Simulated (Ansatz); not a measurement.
Q: TaAl (rock salt, Fm-3m) is relaxed with PBE in the plane-wave PAW code Ansatz. What lattice parameters of the conventional cell result?

A: a = 5.283 Å.

The start of the workflow was typed in or built on a structure type; neither database checked (COD, Materials Project) lists it. Its standing as an ambient phase is unchecked. Symmetry was held in the PBE relaxation; whether a distortion lowers the energy is not shown. No spin polarisation was allowed. Its formation energy is positive at this level, so the cell may be metastable or incomplete. Scalar-relativistic: spin–orbit coupling is off unless named, which matters more the heavier the elements.

Potentials: the later of the program's two PAW sets.
